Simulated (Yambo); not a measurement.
Yambo run on Cs$_{2}$PdCl$_{4}$ (space group P4/mmm, No. 123). The wavefunctions come from this Quantum ESPRESSO step (LDA, PseudoDojo standard norm-conserving files, scalar-relativistic):

```
&CONTROL
  calculation = 'nscf'
  pseudo_dir = './pseudo'
  outdir = './out'
/
&SYSTEM
  ibrav = 0
  nat = 7
  ntyp = 3
  ecutwfc = 82.0
  ecutrho = 328.0
  occupations = 'fixed'
  force_symmorphic = .true.
  nbnd = 272
/
&ELECTRONS
  conv_thr = 7.000000000000001e-09
  diago_full_acc = .true.
  diago_thr_init = 1e-08
/
ATOMIC_SPECIES
Cl 35.4500 Cl.upf
Pd 106.4200 Pd.upf
Cs 132.9055 Cs.upf
CELL_PARAMETERS angstrom
  7.509230000000   0.000000000000   0.000000000000
  0.000000000000   7.509230000000   0.000000000000
  0.000000000000   0.000000000000   4.673500000000
ATOMIC_POSITIONS crystal
Cl   0.218660000000   0.218660000000   0.000000000000
Cl   0.781340000000   0.781340000000   0.000000000000
Cl   0.781340000000   0.218660000000   0.000000000000
Cl   0.218660000000   0.781340000000   0.000000000000
Pd   0.000000000000   0.000000000000   0.000000000000
Cs   0.000000000000   0.500000000000   0.500000000000
Cs   0.500000000000   0.000000000000   0.500000000000
K_POINTS automatic
2 2 2 0 0 0
```

Yambo input:

```
rim_cut
gw0
dyson
el_el_corr
HF_and_locXC
ppa
em1d
RandQpts= 1000000
RandGvec= 1 Ry
EXXRLvcs= 82 Ry
VXCRLvcs= 328 Ry
Chimod= "HARTREE"
% BndsRnXp
 5 | 271 |
%
NGsBlkXp= 6 Ry
% LongDrXp
 1.0 | 1.0 | 1.0 |
%
PPAPntXp= 27.2114 eV
% GbndRnge
 1 | 271 |
%
GTermKind= "BG"
DysSolver= "n"
ExtendOut
% QPkrange
 1 | 1 | 32 | 33 |
 2 | 2 | 32 | 33 |
 3 | 3 | 32 | 33 |
 4 | 4 | 32 | 33 |
 5 | 5 | 32 | 33 |
 6 | 6 | 32 | 33 |
%
```

k points by index: 1 = Γ, 2 = Z, 3 = X, 4 = R, 5 = M, 6 = A.

Resulting energies as the program prints them:

```
#    K-point    Band    Eo [eV]    E [eV]    E-Eo [eV]    Vxc [eV]    Vnlxc [eV]    Sc|Eo [eV]    Sc|E [eV]    dSc/dw|Eo [eV]    Re(Z)    Im(Z)
#
    1    32    -0.073721    -1.279881    -1.206160    -19.99572    -25.35513    3.835629    4.153252    -7.164760    0.791575    -0.001420
    1    33    2.095363    3.474761    1.379399    -19.57416    -15.47085    -2.374988    -2.723916    -6.882709    0.798122    -0.001710
    2    32    -0.050457    -1.270287    -1.219830    -19.73159    -24.99563    3.725942    4.044207    -7.098818    0.793096    -0.001412
    2    33    2.113085    3.492568    1.379483    -19.60353    -15.50325    -2.371350    -2.720797    -6.892473    0.797893    -0.001846
    3    32    -0.033867    -1.245881    -1.212015    -20.00891    -25.35953    3.819580    4.138607    -7.161681    0.791646    -0.001405
    3    33    1.913480    3.274201    1.360720    -19.17022    -15.13305    -2.339480    -2.676452    -6.738267    0.801519    -0.001374
    4    32    -0.118149    -1.321779    -1.203629    -19.83675    -25.15232    3.796585    4.111940    -7.128545    0.792410    -0.001430
    4    33    1.923538    3.283875    1.360337    -19.21438    -15.17758    -2.338904    -2.676470    -6.752027    0.801195    -0.001377
    5    32    0.000000    -1.227499    -1.227499    -19.79316    -25.08338    3.741556    4.062713    -7.118576    0.792640    -0.001392
    5    33    1.619158    2.926494    1.307336    -18.12767    -14.22748    -2.284157    -2.592860    -6.425059    0.808983    -0.001274
    6    32    -0.129716    -1.213938    -1.084222    -20.84951    -26.09033    3.877349    4.156603    -7.007803    0.795207    -0.001177
    6    33    1.636525    2.968568    1.332043    -18.41053    -14.44822    -2.312575    -2.630264    -6.489455    0.807437    -0.001273
```
(The two width columns are left out.) Convergence of these settings isn't established.

Spin-orbit coupling is not included.

Geometry of the Materials Project entry, not relaxed at this level.
